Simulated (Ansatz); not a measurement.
This run works on a generated trial structure, not on a known crystal.

Input and command of a plane-wave DFT calculation in Ansatz:

```yaml
crystal:
  lattice:
    - [4.8925495, 0.0, 0.0]
    - [-2.44627475, 4.23707215, 0.0]
    - [0.0, 0.0, 6.13983915]
  atoms:
    - { symbol: Sn, position: [0.33333333, 0.66666667, 0.28] }
    - { symbol: Sn, position: [0.66666667, 0.33333333, 0.72] }
    - { symbol: Ge, position: [0.0, 0.0, 0.0] }
    - { symbol: Ge, position: [0.0, 0.0, 0.5] }
    - { symbol: Ge, position: [0.33333333, 0.66666667, 0.77999997] }
    - { symbol: Ge, position: [0.66666667, 0.33333333, 0.22000003] }
basis:
  ecutwfc: 420
kpoints:
  mp_grid: { grid: [4, 4, 3] }
hamiltonian:
  xc: pbe
scf:
  occupations: { method: gaussian, width: 0.2 }
  lower_state_search: "off"
output:
  forces: true
  stress: true
  eigenvalues: true
relax:
  adjacent_minimum: "off"
  f_tol: 0.08
  max_steps: 16
  cell: { stress_tol: 0.8 }
```

```bash
ansatz run input.yaml --threads 1 --pin off --max-ram 2560MiB --backend cpu --events-out ev --progress --plain --runs-dir out
```

Processor: Intel(R) Xeon(R) Processor @ 2.50GHz (Skylake/Cascade Lake), 1 thread, on a host shared with other jobs.

How long does it run, and how much memory does it take?

About 66 s, peak memory 0.44 GiB. It solves 51 bands at 9 k points (after reduction by symmetry) with about 2605 plane waves (on the last cell), in 37 SCF iterations over 6 ionic steps.
